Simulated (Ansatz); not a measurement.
SbPt (NiAs type, P6_3/mmc) at seven volumes, r²SCAN in the plane-wave PAW code Ansatz, shape and atoms relaxed at each. One row is withheld.

```json
[
 {"V (Å³/atom)": "19.039", "P (GPa)": "16.12"},
 {"V (Å³/atom)": "19.667", "P (GPa)": "9.60"},
 {"V (Å³/atom)": "20.294", "P (GPa)": "4.33"},
 {"V (Å³/atom)": "20.922", "P (GPa)": "0.00"},
 {"V (Å³/atom)": "21.550", "P (GPa)": "-3.75"},
 {"V (Å³/atom)": "22.177", "P (GPa)": "-6.88"},
 {"V (Å³/atom)": "22.805", "P (GPa)": "?"}
]
```

Q: Fit the shown pressures and predict the withheld one.

A: P = (3/2)B₀(x^(7/2) − x^(5/2))[1 + (3/4)(B′ − 4)(x − 1)] with x = (V₀/V)^(2/3). Least squares on the six rows gives V₀ = 20.910 Å³/atom, B₀ = 135 GPa, B′ = 5.09. At V = 22.805, x = 0.9438 and P = -9.40 GPa. The run itself gave -9.46 GPa.

The workflow started from an entry of the Crystallography Open Database (COD). Whether it is the stable phase at ambient conditions was not checked. The r²SCAN relaxation kept the symmetry of its start; its stability against distortions is not shown here. The run is not spin-polarised. Spin–orbit coupling is left out wherever it is not named.

Potentials: the later of the program's two PAW sets.
